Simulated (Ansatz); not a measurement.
A relaxed cell of Zn4Se3S is given with its symmetry left out. The cell was found from a structure generator's guess, not taken from experiment.

Computed with Ansatz 0.2.0, DFT PBE, scalar-relativistic, plane waves, PAW. Cutoff 420 eV, Γ-centred mesh, Gaussian smearing, no spin polarisation.

```
Zn Se S
1.0
    -2.83016    2.83016    5.65709
     2.83016   -2.83016    5.65709
     2.83016    2.83016   -5.65709
Zn Se S
4 3 1
Direct
  0.86330 0.38017 0.00000
  0.38017 0.86330 0.00000
  0.13670 0.13670 0.51686
  0.61983 0.61983 0.48314
  0.75000 0.25000 0.50000
  0.25000 0.75000 0.50000
  0.00000 0.00000 0.00000
  0.50000 0.50000 0.00000
```

Formation energies are uncorrected and refer to the elements' standard structures at the same level.

(1) What space group does it have?

(2) How far does it lie from the elements in energy?

(3) Is it a metal?

Results:

(1) I-42m (No. 121), with Se and S ordered on zinc blende sites. Conventional cell: a = 5.660 Å, c = 11.314 Å. Zn is surrounded by 1 S at 2.37 Å and 3 Se at 2.47–2.49 Å; Se on a site of symmetry -4 is surrounded by 4 Zn at 2.47 Å; Se on a site of symmetry -42m is surrounded by 4 Zn at 2.49 Å; S is surrounded by 4 Zn at 2.37 Å.

(2) −0.736 eV/atom. A negative formation energy is needed for stability but isn't enough: competing phases decide.

(3) No, the gap on the 8×8×8 mesh is 1.34 eV.

The last run used an 8×8×8 mesh for its 8-atom cell and Gaussian smearing of 0.02 eV. Kohn–Sham gaps at this level usually fall short of measured ones. The reference forms of S and Se are held partly by dispersion forces, which this level lacks. Symmetry constrained the relaxation, so the result can be a saddle point.
